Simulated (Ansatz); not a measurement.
Mg$_{6}$Si$_{7}$Ni$_{16}$:
```xyz
29
Lattice="0.0000 5.6029 5.6029 5.6029 0.0000 5.6029 5.6029 5.6029 0.0000" Properties=species:S:1:pos:R:3 pbc="T T T"
Mg     5.6029     5.6029     7.8994
Mg     5.6029     5.6029     3.3064
Mg     7.8994     5.6029     5.6029
Mg     3.3064     5.6029     5.6029
Mg     5.6029     7.8994     5.6029
Mg     5.6029     3.3064     5.6029
Si     2.8015     2.8015     0.0000
Si     2.8015     2.8015     5.6029
Si     0.0000     2.8015     2.8015
Si     5.6029     2.8015     2.8015
Si     2.8015     0.0000     2.8015
Si     2.8015     5.6029     2.8015
Si     0.0000     0.0000     0.0000
Ni     9.3170     7.4917     9.3170
Ni     1.8888     3.7141     1.8888
Ni     3.7141     3.7141     3.7141
Ni     7.4917     7.4917     7.4917
Ni     7.4917     9.3170     9.3170
Ni     3.7141     1.8888     1.8888
Ni     1.8888     1.8888     3.7141
Ni     9.3170     9.3170     7.4917
Ni     6.9254     9.8833     6.9254
Ni     4.2804     1.3225     4.2804
Ni     1.3225     1.3225     1.3225
Ni     9.8833     9.8833     9.8833
Ni     9.8833     6.9254     6.9254
Ni     1.3225     4.2804     4.2804
Ni     4.2804     4.2804     1.3225
Ni     6.9254     6.9254     9.8833
```

Relaxed with r²SCAN. Special points in fractions of this cell's reciprocal vectors: Γ (0.000, 0.000, 0.000); X (0.500, 0.000, 0.500); U (0.625, 0.250, 0.625); K (0.375, 0.375, 0.750); L (0.500, 0.500, 0.500); W (0.500, 0.250, 0.750).

**Question.** List the band energies nearest the Fermi level at these points for r²SCAN in the plane-wave PAW code Ansatz.

**Answer.** In eV from the Fermi level; about four levels below and three above (degenerate sets whole), none deeper than 8.9 eV; points with the same levels are listed once.

| k | below | above |
|---|---|---|
| Γ | -0.88 -0.88 -0.88 -0.25 -0.25 -0.25 | 0.04 0.04 0.04 |
| X | -0.62 -0.62 -0.47 -0.31 -0.31 | 0.12 0.76 0.76 |
| U | -0.40 -0.38 -0.17 -0.07 | 0.10 0.45 0.55 |
| L | -0.36 -0.36 -0.33 -0.10 -0.10 | 0.13 0.40 0.69 0.69 |
| W | -0.38 -0.38 -0.38 -0.16 | 0.18 0.26 0.31 0.31 |

Space group Fm-3m. The workflow started from a Materials Project entry (that database holds measured and hypothetical structures alike); the Crystallography Open Database copy checked does not list it. Whether it is the stable phase at ambient conditions was not checked. Symmetry was held in the r²SCAN relaxation; whether a distortion lowers the energy is not shown. The run is not spin-polarised.

Potentials: the later of the program's two PAW sets.
